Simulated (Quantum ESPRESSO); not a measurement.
# One change at a time to In4W4

All numbers below are calculated, not measured. They come from Quantum ESPRESSO 7.5, a public plane-wave density functional program. Each row is one single-point run on a made-up periodic cell of eight metal atoms, with elements, volume, strain and displacements drawn at random and not relaxed, so a cell may be unstable or far from any real phase. There is no spin polarisation or spin-orbit coupling.

Settings: PBE unless stated; PseudoDojo standard norm-conserving files; Fermi-Dirac width 0.25 eV, which means electrons at about 2900 K; cutoff 1061 eV; 5 x 5 x 5 k mesh shifted half a step off Gamma. E is the free energy of the whole cell (internal energy minus TS), so a -TS column is already part of it. Stress is positive in tension, and the pressure P is minus a third of its trace.

Checks: one run of this series was repeated at a higher cutoff and on a denser mesh, which moved values by no more than 0.003 eV, 0.07 GPa and 0.007 eV/Å, and a second program with other atomic files agreed on it to 2 % rms in force and 0.5 GPa in pressure. Known limits: heavy elements are run without spin-orbit coupling, which real alloys of them have; a spin test at this wide smearing found no moment, but such smearing suppresses magnetism that the real alloy may have.

The lattice is face-centred cubic, and the cell vectors in Å are (2.145, 4.204, 2.102); (0.028, 4.151, -4.126); (-4.076, 4.106, -0.017), a volume of 142.71 Å³ in run 1. The elements on sites 1 to 8 are In In W In W W W In. Each later run makes one change to run 1 and keeps the rest. E is counted from run 1, and is n/a where other atomic files have another zero of energy.

| run | change | V (Å³) | P (GPa) | -TS (eV) | rms force (eV/Å) | largest change of a force component (eV/Å) | E (eV) |
|---|---|---|---|---|---|---|---|
| 1 | none | 142.71 | 7.73 | -1.150 | 0.734 | 0.000 | 0.000 |
| 2 | sites 7 and 8 exchanged | 142.71 | 7.48 | -1.064 | 0.652 | 1.583 | -0.567 |
| 3 | all lengths scaled by +1.46 % | 149.05 | 0.06 | -1.221 | 0.670 | 0.222 | -0.149 |
| 4 | LDA in place of PBE | 142.71 | -3.68 | -1.171 | 0.686 | 0.169 | n/a |
| 5 | site 6 moved by -0.13 Å along x | 142.71 | 7.82 | -1.142 | 0.716 | 0.435 | ? |

## Worked estimate

Along the move dE = -F dx. The force on site 6 along x is -0.839 eV/Å in run 1 and -0.404 eV/Å in run 5, and the move is -0.13 Å, so the mean force times the move gives an estimate.

## Withheld value

Question: what E should run 5 give?

The estimate is -0.081 eV. The calculation gave -0.081 eV.
